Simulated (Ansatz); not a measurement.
Al (fcc, Cu type)

```xyz
2
Lattice="0.0000 4.0405 4.0405 2.0202 0.0000 2.0202 2.0202 2.0202 0.0000" Properties=species:S:1:pos:R:3 pbc="T T T"
Al     0.0000     0.0000     0.0000
Al     2.0202     2.0202     4.0405
```

The atoms are displaced by Q × the pattern below (from a DFPT mode at L = (0.5, 0.0, 0.0), largest move 1; Q in Å), at fixed cell. (q is in reciprocal vectors of the primitive cell; the cell shown is doubled to hold the pattern.)

| atom | x | y | z |
|---|---|---|---|
| Al1 | 0.577 | -0.577 | -0.577 |
| Al2 | -0.577 | 0.577 | 0.577 |

Computed with PBE (plane waves to 420 eV, PAW, scalar-relativistic; Ansatz, a program for electronic structure). k mesh 10×20×20 (Γ-centred), Fermi-Dirac smearing 0.05 eV. With partly filled bands, energies and forces of such displacements shift with the k mesh and the smearing. Al was relaxed with its symmetry unable to fall.

At one point of the scan the forces (eV/Å) are:

| atom | Fx | Fy | Fz |
|---|---|---|---|
| Al1 | 0.197 | -0.197 | -0.197 |
| Al2 | -0.197 | 0.197 | 0.197 |

Which point is it?
(A) Q = -0.017 Å
(B) Q = -0.033 Å
(C) Q = -0.100 Å
(D) Q = -0.083 Å

B, Q = -0.033 Å

(A displaced cell: forces are minus the slopes of the energy, force constants its curvatures, and phonons follow from these.)
